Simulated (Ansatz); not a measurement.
Fields on a plane of Mg3Sb2 (A-La2O3 type, space group P-3m1)

```
Mg3Sb2
1.0
    4.55062     0.00000     0.00000
   -2.27531     3.94095     0.00000
    0.00000     0.00000     7.18045
Sb Mg
2 3
Direct
  0.33333   0.66667   0.22415
  0.66667   0.33333   0.77585
  0.00000   0.00000   0.00000
  0.33333   0.66667   0.63260
  0.66667   0.33333   0.36740
```

The slice is a (-1 1 0 2) plane (indices of the conventional cell) through the point (0.667, 0.333, 0.776) (fractional), spanned by u = [110] and v = [1 -1 1] in vectors of this cell: u (4.55 Å) and v (10.66 Å, at 90° to u). It covers one period; positions are fractions (u, v).

Atoms on it: Sb at (0.00, 0.00). Other atoms lie within 1 Å of the plane.

Method: PBEsol (plane waves to 420 eV, PAW, scalar-relativistic; Ansatz, an electronic-structure program). k mesh 12×12×7. These are valence fields of a PAW run, semicore shells included where kept as valence: close to a nucleus they are smooth pseudo fields. Mg3Sb2 was relaxed with its symmetry unable to fall. Spin-orbit coupling is left out, though Sb is heavy. The PAW data are Ansatz's earlier set.

```
v \ u  0.00  0.11  0.22  0.33  0.44  0.56  0.67  0.78  0.89
-----  ----  ----  ----  ----  ----  ----  ----  ----  ----
0.90   0.48  0.53  0.59  0.37  0.10  0.10  0.37  0.59  0.53
0.75   0.06  0.10  0.16  0.10  0.06  0.06  0.10  0.16  0.10
0.60   0.54  0.63  0.71  0.19  0.06  0.06  0.19  0.71  0.63
0.45   0.54  0.48  0.33  0.18  0.07  0.07  0.18  0.33  0.48
0.30   0.33  0.09  0.23  0.57  0.56  0.56  0.57  0.23  0.09
0.15   0.68  0.58  0.29  0.10  0.07  0.07  0.10  0.29  0.58
0.00      x  0.09  0.46  0.66  0.30  0.30  0.66  0.46  0.09
```

Values: electron localisation function (ELF). Points within 0.5 Å of a nucleus are blanked (x), as the pseudised field means little there.

```tsv
v \ u	0.00	0.22	0.44	0.67	0.89
0.90	<0.0	5.3	7.9	7.6	<0.0
0.80	1.2	5.7	8.1	7.4	2.8
0.70	1.7	5.8	6.9	6.9	3.3
0.60	0.2	4.3	x	0.8	2.5
0.50	3.9	4.5	x	<0.0	4.8
0.40	4.3	6.4	6.1	6.6	5.1
0.30	x	1.7	5.8	5.6	x
0.20	<0.0	5.4	7.5	7.2	1.9
0.10	<0.0	5.3	7.2	7.3	<0.0
0.00	x	<0.0	6.5	5.2	x
```

Values: electrostatic potential energy of an electron, from the cell's mean, in eV. Points within 1 Å of a nucleus are blanked (x), as the pseudised field means little there. Values under 0 eV are set to 0. The zero, the cell's mean, hangs on the PAW cores.
